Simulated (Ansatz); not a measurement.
Data:

PbS:
```
CELL_PARAMETERS angstrom
      2.07062    -5.91223     0.00000
      2.07062     5.91223     0.00000
      0.00000     0.00000     4.26098
ATOMIC_POSITIONS crystal
  Pb 0.87138 0.12862 0.75000
  Pb 0.12862 0.87138 0.25000
  S  0.64474 0.35526 0.75000
  S  0.35526 0.64474 0.25000
```

This is the r²SCAN+D4-relaxed structure. Cartesian axes are those of the cell as given.

**Question.** All from r²SCAN+D4 (plane waves, PAW; program Ansatz), unless another level is named. Predict the HSE06 gap on the r²SCAN+D4 cell.

**Answer.** 1.62 eV.

**Question.** Give the electron effective mass.

**Answer.** 0.092, 1.2, 6.5 mₑ (principal values).

**Question.** What about the electron effective mass with spin–orbit coupling?

**Answer.** 0.16, 0.16, 0.33 mₑ (principal values).

**Question.** Predict the gap with spin–orbit coupling.

**Answer.** 1.10 eV.

**Question.** Next, the weight of the conduction-edge state by species (Voronoi cells)?

**Answer.** Pb 76 %, S 24 %.

**Question.** And the valence-band maximum?

**Answer.** on the T–Y line, 26 % of the way from T (k = -0.500, -0.500, 0.372).

Space group Cmcm. The first step of the workflow began from a Materials Project structure, measured or hypothetical; the Crystallography Open Database copy checked does not list it. It is not the phase usual at ambient conditions (space group No. 225). Symmetry was held in the r²SCAN+D4 relaxation; whether a distortion lowers the energy is not shown. Scalar-relativistic: spin–orbit coupling is off unless named, which matters more the heavier the elements.

Potentials: the later of the program's two PAW sets.
